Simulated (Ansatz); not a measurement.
MgO:
```yaml
crystal:
  lattice:
    - [0.00000, 2.12698, 2.12698]
    - [2.12698, 0.00000, 2.12698]
    - [2.12698, 2.12698, 0.00000]
  atoms:
    - { symbol: Mg, position: [0.50000, 0.50000, 0.50000] }
    - { symbol: O, position: [0.00000, 0.00000, 0.00000] }
```

Relaxed with PBE.

Problem. Give the Bader charges and basin volumes of the independent atoms, PBE (plane waves, PAW; program Ansatz).

Solution. 

```json
[
 {"atom": "Mg1", "Bader charge (e)": "+1.72", "Bader volume (Å³)": "4.7"},
 {"atom": "O2", "Bader charge (e)": "-1.72", "Bader volume (Å³)": "14.6"}
]
```

Space group Fm-3m (rock salt). The PBE relaxation kept the symmetry of its start.

Potentials: the later of the program's two PAW sets.
